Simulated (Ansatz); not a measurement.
**MgV2PbO2F8: a ladder of calculations**

Cell of run 1: a computed structure from the Materials Project (it need not be an observed phase), atoms as given.

```
CELL_PARAMETERS angstrom
5.47101 0.00000 0.00000
-2.67485 6.07410 0.00000
-0.75668 -2.51205 7.30068
ATOMIC_POSITIONS crystal
Mg 0.00000 0.00000 0.50000
V 0.39274 0.70583 0.29235
V 0.60726 0.29417 0.70765
Pb 0.00000 0.00000 0.00000
O 0.25522 0.42480 0.18189
O 0.74478 0.57520 0.81811
F 0.28623 0.84912 0.13460
F 0.71377 0.15088 0.86540
F 0.76195 0.86794 0.24142
F 0.23805 0.13206 0.75858
F 0.63887 0.77382 0.51957
F 0.36113 0.22618 0.48043
F 0.15474 0.76939 0.44087
F 0.84526 0.23061 0.55913
```

Atoms are numbered from 1 in the order listed; like atoms form one site, named after its first atom.

Relaxed positions (PBE, cell held):

```
CELL_PARAMETERS angstrom
5.47101 0.00000 0.00000
-2.67485 6.07410 0.00000
-0.75668 -2.51205 7.30068
ATOMIC_POSITIONS crystal
Mg 0.00000 0.00000 0.50000
V 0.38834 0.70934 0.28482
V 0.61166 0.29066 0.71518
Pb 0.00000 0.00000 0.00000
O 0.28577 0.43607 0.18186
O 0.71423 0.56393 0.81814
F 0.27717 0.83369 0.11616
F 0.72283 0.16631 0.88384
F 0.76024 0.89432 0.24775
F 0.23976 0.10568 0.75225
F 0.62256 0.79408 0.51936
F 0.37744 0.20592 0.48064
F 0.11827 0.74476 0.41014
F 0.88173 0.25524 0.58986
```

All runs are DFT with Ansatz 0.2.0 (plane waves and PAW, scalar-relativistic unless spin–orbit coupling is named, Γ-centred meshes, Fermi–Dirac smearing where given) in this cell. Start moments of run 1 as typed (μB): 1 on each V, none on the rest. Antiparallel start moments (μB): 0 1 -1 0 0 0 0 0 0 0 0 0 0 0 by atom.

Run 1: PBE, parallel start moments, atoms as given; 420 eV, 4×4×3 k-points, smearing 0.02 eV.
Run 2: PBE, parallel start moments, atoms relaxed; 420 eV, 4×4×3 k-points, smearing 0.02 eV.
Run 3: r2SCAN, parallel start moments, at the relaxed atoms; 500 eV, 4×4×3 k-points, smearing 0.02 eV.
Run 4: PBE, antiparallel start moments, at the relaxed atoms; 420 eV, 4×4×3 k-points, smearing 0.02 eV.
Run 5: PBE+U, antiparallel start moments, at the relaxed atoms; 420 eV, 4×4×3 k-points, smearing 0.02 eV (U = 2.1 eV on V d).

```
run   V V_zz (η)    Pb V_zz (η)  F11 V_zz (η)  absolute moment (μB)
  1  6.36 (0.53)  -16.53 (0.78)   8.01 (0.43)                   2.5
  2  6.28 (0.59)  -15.19 (0.37)   7.63 (0.21)                   2.5
  3  7.20 (0.51)  -14.38 (0.38)   7.52 (0.18)                   2.6
  4  6.28 (0.59)  -15.19 (0.37)   7.63 (0.21)                   2.5
  5            ?              ?             ?                     ?
```

V_zz in 10²¹ V/m²; 3 of the 8 sets of like atoms are followed.

(1) Estimate the row of run 5.

## Answers

(1) V: 6.11 (0.62); Pb: -15.18 (0.39); F11: 7.52 (0.22); absolute moment (μB): 2.5. It lies nearest to run 2, from whose tensors on these sites it differs by 0.49 at most (largest principal value of the difference, on Pb). Taken one at a time, the positions of the atoms (as given or relaxed) move the tensors on these sites by up to 7.29 (largest principal value of the change, on Pb), the functional (r2SCAN with its higher cutoff) by 0.96 (Pb), the Hubbard term by 0.51 (Pb), the magnetic start by 0.04 (Pb).

Leaving out spin–orbit coupling shifts gradients on Pb by a few per cent, and by more where contributions nearly cancel. The magnetic order is the one that the run reached from its start moments, not necessarily the measured one. For runs 1, 2, 3: All moments are parallel here, as the start or the cell imposes; many such compounds order antiparallel, where fields and spin densities carried over to other atoms largely cancel. In run 3 the program didn't check the stability of the electronic state in full, so a lower one may lie near. In runs 1, 3 the atoms aren't at the calculated equilibrium (largest force 1.5, 0.48 eV/Å).
